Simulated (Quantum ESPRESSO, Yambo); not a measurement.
**Quasiparticle gap of Ba$_{2}$H$_{3}$I**

```
CELL_PARAMETERS angstrom
      4.53640     0.00000     0.00000
     -2.26820     3.92864     0.00000
      0.00000     0.00000     8.11955
ATOMIC_POSITIONS crystal
  H  0.66667 0.33333 0.35610
  H  0.33333 0.66667 0.64390
  H  0.00000 0.00000 0.50000
  I  0.00000 0.00000 0.00000
  Ba 0.66667 0.33333 0.68472
  Ba 0.33333 0.66667 0.31528
```

The geometry is that of Materials Project entry mp-1018651, symmetrised and not relaxed again.

Starting point: LDA (Quantum ESPRESSO, PseudoDojo norm-conserving, 74 Ry, scalar-relativistic). G0W0 in Yambo: 3×3×2 Γ-centred k mesh, 256 bands and a 8 Ry block in the screening, 256 bands in G with the Bruneval-Gonze terminator, plasmon pole fitted at 27.2 eV.

| Property | Value |
|---|---|
| LDA gap along the band path | 2.02 eV |
| LDA gap between the mesh's edge points (A → (0, 0.333, -0.5)) | 2.31 eV |
| G0W0 gap between the same points | 3.87 eV |
| LDA smallest direct gap on the mesh (at A) | 2.41 eV |
| G0W0 direct gap at that point | 3.98 eV |
| estimate of the fundamental G0W0 gap (path gap plus the correction; the mesh misses a band edge) | 3.58 eV |

| k point | band | E LDA (eV) | E QP (eV) | shift (eV) | Z |
|---|---|---|---|---|---|
| A | VB | 0.00 | -1.02 | -1.02 | 0.78 |
| A | CB | 2.41 | 2.96 | 0.55 | 0.82 |
| (0, 0.333, -0.5) | VB | -1.53 | -2.59 | -1.07 | 0.79 |
| (0, 0.333, -0.5) | CB | 2.31 | 2.85 | 0.54 | 0.82 |

Energies count from the LDA valence-band maximum.

Nearest settings tried, and what they do to the gap: 195 bands in W, 195 bands in G: -11 meV; 6 Ry block (247 vectors against 385): -50 meV. Not varied: mesh. So the settings aren't converged at that level.

Spin-orbit coupling is left out, which matters for elements this heavy: edges can move by tenths of an eV.

The structure is a Materials Project entry; no match was found in the copy of COD used, and its stability was not checked.
